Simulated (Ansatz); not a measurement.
CoLi5Nb5O18Ti:
```cif
data_CoLi5Nb5O18Ti
_chemical_formula_sum 'Co1 Li5 Nb5 O18 Ti1'
_space_group_name_H-M_alt 'P 1'
_space_group_IT_number 1
_cell_length_a 5.12732
_cell_length_b 5.12732
_cell_length_c 13.84663
_cell_angle_alpha 90.000
_cell_angle_beta 90.000
_cell_angle_gamma 120.000
loop_
_space_group_symop_operation_xyz
  'x, y, z'
loop_
_atom_site_label
_atom_site_type_symbol
_atom_site_fract_x
_atom_site_fract_y
_atom_site_fract_z
_atom_site_occupancy
Co1 Co 0.00000 0.00000 0.20994 1
Li1 Li 0.66667 0.33333 0.04504 1
Li2 Li 0.66667 0.33333 0.55813 1
Li3 Li 0.33333 0.66667 0.38718 1
Li4 Li 0.33333 0.66667 0.88926 1
Li5 Li 0.00000 0.00000 0.72364 1
Nb1 Nb 0.33333 0.66667 0.16308 1
Nb2 Nb 0.66667 0.33333 0.33890 1
Nb3 Nb 0.00000 0.00000 0.50454 1
Nb4 Nb 0.33333 0.66667 0.67080 1
Nb5 Nb 0.66667 0.33333 0.83744 1
O1 O 0.03034 0.71241 0.10476 1
O2 O 0.68207 0.96966 0.10476 1
O3 O 0.00813 0.36960 0.26990 1
O4 O 0.28759 0.31793 0.10476 1
O5 O 0.36148 0.99187 0.26990 1
O6 O 0.63040 0.63852 0.26990 1
O7 O 0.70162 0.04409 0.43559 1
O8 O 0.34247 0.29838 0.43559 1
O9 O 0.67618 0.71147 0.60205 1
O10 O 0.95591 0.65753 0.43559 1
O11 O 0.03529 0.32382 0.60205 1
O12 O 0.28853 0.96471 0.60205 1
O13 O 0.36936 0.37851 0.76833 1
O14 O 0.00915 0.63064 0.76833 1
O15 O 0.34106 0.04593 0.93534 1
O16 O 0.62149 0.99085 0.76833 1
O17 O 0.70487 0.65894 0.93534 1
O18 O 0.95407 0.29513 0.93534 1
Ti1 Ti 0.00000 0.00000 0.99211 1
```
Starting moments (μB, in the order of the atoms Co Li Li Li Li Li Nb Nb Nb Nb Nb O O O O O O O O O O O O O O O O O O Ti): 2.6 0.0 0.0 0.0 0.0 0.0 0.0 0.0 0.0 0.0 0.0 0.1 0.1 0.1 0.1 0.1 0.1 0.0 0.0 0.0 0.0 0.0 0.0 0.0 0.0 0.0 0.0 0.0 0.0 0.0.

Relaxed with r²SCAN.

Task: Tabulate the valence density and the electron localisation function along the shortest Co–O contact (2.05 Å), r²SCAN (plane waves, PAW; program Ansatz).

Result: 

| distance from Co (Å) | density (e/Å³) | ELF |
|---|---|---|
| 0.21 | 38.00 | 0.97 |
| 0.31 | 23.30 | 0.92 |
| 0.41 | 12.46 | 0.79 |
| 0.51 | 6.15 | 0.56 |
| 0.62 | 2.97 | 0.34 |
| 0.72 | 1.48 | 0.18 |
| 0.82 | 0.80 | 0.10 |
| 0.92 | 0.53 | 0.08 |
| 1.03 | 0.49 | 0.14 |
| 1.13 | 0.58 | 0.35 |
| 1.23 | 0.80 | 0.65 |
| 1.33 | 1.19 | 0.80 |
| 1.44 | 1.85 | 0.82 |
| 1.54 | 2.91 | 0.81 |
| 1.64 | 4.26 | 0.74 |
| 1.74 | 5.61 | 0.61 |
| 1.85 | 6.69 | 0.43 |

The density is the valence pseudo-density with augmentation charge, so density and ELF within about 1 Å of a nucleus are not all-electron values.

Space group P3. The start of the workflow was typed in or built on a structure type; neither database checked (COD, Materials Project) lists it. Whether it is the stable phase at ambient conditions was not checked. Symmetry was held in the r²SCAN relaxation; whether a distortion lowers the energy is not shown. Magnetic state: ferromagnetic, the only order run, not a proven ground state. Other orbital occupations within this spin state were not tried. No Hubbard U is applied.

Potentials: the later of the program's two PAW sets.
